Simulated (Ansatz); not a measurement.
Al2Ru (MoSi2 or CaC2 type, I4/mmm), plane-wave PAW LDA (Ansatz code), all energies at zero smearing, with the estimated change up to a 700 eV cutoff added, with one set of potentials and settings (totals compare only within such a set). Cell of 3 atoms (2 Al, 1 Ru): -6786.076 eV.

| element | reference phase | E (eV/atom) |
|---|---|---|
| Al | Fm-3m, 1 atoms in the cell | -512.8755 |
| Ru | P6_3/mmc, 2 atoms in the cell | -5758.2926 |

Formation energy per atom, worked out: (-6786.076 − 2×(-512.8755) − 1×(-5758.2926))/3 = -0.677 eV/atom (-65 kJ per mol of atoms), at 0 K, without zero-point energy or fitted corrections.

The workflow started from a Materials Project entry (that database holds measured and hypothetical structures alike); the Crystallography Open Database copy checked does not list it. With Al and Ru taken as one species the cell has the higher symmetry I4/mmm, so it may be an ordered model of a mixed-site phase. Its standing as an ambient phase is unchecked. Symmetry was held in the LDA relaxation; of distortions, only those at the zone centre were tested. The run is not spin-polarised. The references are the lowest solids computed at this level, not always the standard phases.

Potentials: the later of the program's two PAW sets.
